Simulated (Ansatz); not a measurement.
Input:

CsPbCl$_{3}$ (cubic perovskite)

```
CsPbCl3
1.0
    5.73565     0.00000     0.00000
    0.00000     5.73565     0.00000
    0.00000     0.00000     5.73565
Cs Pb Cl
1 1 3
Direct
  0.00000   0.00000   0.00000
  0.50000   0.50000   0.50000
  0.00000   0.50000   0.50000
  0.50000   0.50000   0.00000
  0.50000   0.00000   0.50000
```

In this cell atom 4 (Cl, nearest neighbour Pb at 2.868 Å; its periodic images, 5.7 Å or more away, move with it) is moved by s along Cartesian z, unit vector (0.000, 0.000, 1.000); all other atoms and the cell stay fixed.

All values below come from PBE (plane waves to 420 eV, PAW, scalar-relativistic; Ansatz, a program for electronic structure). k mesh 5×5×5 (Γ-centred), Fermi-Dirac smearing 0.05 eV. E stands for the smeared free energy. CsPbCl3 was relaxed with its symmetry unable to fall. Spin-orbit coupling is left out, though Pb is heavy. The PAW data are Ansatz's earlier set. This is a high-temperature form of CsPbCl3. ΔE is measured from the undisplaced structure.

The scan covers s from -0.860 to 0.860 Å in 11 points.

**Question.** Is this a single well or a double well?

**Answer.** A single well with its minimum at or next to zero displacement.

**Question.** Is the energy the same for equal positive and negative displacements?

**Answer.** Even: the same for both signs. With its periodic images moving along, the atom's site symmetry in this cell is 4/mmm.

**Question.** What force acts on the atom along the line at s = -0.860 Å?

**Answer.** 14.0 eV/Å.

**Question.** What is the energy change at s = 0.860 Å?

**Answer.** 3013 meV/cell.

(A displaced cell: forces are minus the slopes of the energy, force constants its curvatures, and phonons follow from these.)
